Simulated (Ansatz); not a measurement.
Starting cell, BaHI (space group P4/nmm):

```
CELL_PARAMETERS angstrom
      9.24241     0.00000     0.00000
      0.00000     4.62120     0.00000
      0.00000     0.00000     7.39323
ATOMIC_POSITIONS crystal
  Ba 0.25000 0.00000 0.82632
  Ba 0.75000 0.00000 0.82632
  Ba 0.00000 0.50000 0.17368
  Ba 0.50000 0.50000 0.17368
  H  0.25000 0.50000 0.00000
  H  0.75000 0.50000 0.00000
  H  0.00000 0.00000 0.00000
  H  0.50000 0.00000 0.00000
  I  0.00000 0.50000 0.66062
  I  0.50000 0.50000 0.66062
  I  0.25000 0.00000 0.33938
  I  0.75000 0.00000 0.33938
```

A phonon eigenvector at X = (0.5, 0.0, 0.0) is frozen into this cell: atom i moves by Q times the vector below, so Q is the largest atomic displacement, in Å. The cell is held. It is one choice among 2 degenerate patterns. (q is in reciprocal vectors of the primitive cell; the cell shown is doubled to hold the pattern.)

| atom | x | y | z |
|---|---|---|---|
| Ba1 | 0.000 | 0.343 | 0.000 |
| Ba2 | 0.000 | -0.343 | 0.000 |
| Ba3 | 0.000 | -1.000 | 0.000 |
| Ba4 | 0.000 | 1.000 | 0.000 |
| H5 | 0.000 | 0.189 | 0.000 |
| H6 | 0.000 | -0.189 | 0.000 |
| H7 | 0.000 | -0.551 | 0.000 |
| H8 | 0.000 | 0.551 | 0.000 |
| I9 | 0.000 | 0.504 | 0.000 |
| I10 | 0.000 | -0.504 | 0.000 |
| I11 | 0.000 | -0.173 | 0.000 |
| I12 | 0.000 | 0.173 | 0.000 |

All values below come from LDA (plane waves to 420 eV, PAW, scalar-relativistic; Ansatz, a program for electronic structure). k mesh 4×7×5 (Γ-centred), Fermi-Dirac smearing 0.05 eV. Energies are smeared free energies. BaHI was relaxed with its symmetry unable to fall. Spin-orbit coupling is left out, though I is heavy. The zero of ΔE is the undisplaced structure.

```
Q (Å)   ΔE (meV/cell)
------  -------------
-0.280            387
-0.187            171
-0.093             43
0.000               0
0.093              43
0.187             171
0.280             387
```

Task: Which DFPT wavenumber at X = (0.5, 0.0, 0.0) belongs to this mode?
A. 84 cm⁻¹
B. 804 cm⁻¹
C. 54 cm⁻¹
D. 742 cm⁻¹

Result: A, 84 cm⁻¹. The curvature of the scan gives 84 cm⁻¹

(For displaced atoms, the force is minus the slope of the energy, and its curvature is a force constant, which sets phonon frequencies.)
